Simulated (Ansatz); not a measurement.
Be (hcp, Mg type)

```yaml
crystal:
  lattice:
    - [2.25685, 0.00000, 0.00000]
    - [-1.12842, 1.95449, 0.00000]
    - [0.00000, 0.00000, 3.55250]
  atoms:
    - { symbol: Be, position: [0.33333, 0.66667, 0.75000] }
    - { symbol: Be, position: [0.66667, 0.33333, 0.25000] }
```

The volume is varied about the relaxed value V₀ at fixed cell shape. Symmetry pins the atoms to their sites.

Calculation: PBEsol (plane waves to 420 eV, PAW, scalar-relativistic; Ansatz, a quantum-chemistry and plane-wave program). k mesh 23×23×13 (Γ-centred), Fermi-Dirac smearing 0.05 eV. The energy includes the smearing's −TS. With the shape held, the modulus is that of even scaling; a crystal free to change shape is softer. Be was relaxed with its symmetry unable to fall. The PAW data are Ansatz's earlier set. The zero of ΔE is the relaxed starting cell. The last digit holds for this mesh only.

| V (Å³/atom) | ΔE (meV/atom) |
|---|---|
| 7.051 | 35.3 |
| 7.247 | 19.1 |
| 7.443 | 8.2 |
| 7.639 | 2.0 |
| 7.835 | 0.0 |
| 8.031 | 1.8 |
| 8.227 | 7.1 |
| 8.423 | 15.4 |
| 8.618 | 26.5 |

### Question
What is the fitted pressure derivative B₀′?

### Answer
3.3.

### Question
What bulk modulus at fixed cell shape B₀ follows from a third-order Birch-Murnaghan fit?

### Answer
124 GPa.

(Under strain, the slope of the energy per volume gives the stress and its curvature an elastic modulus.)
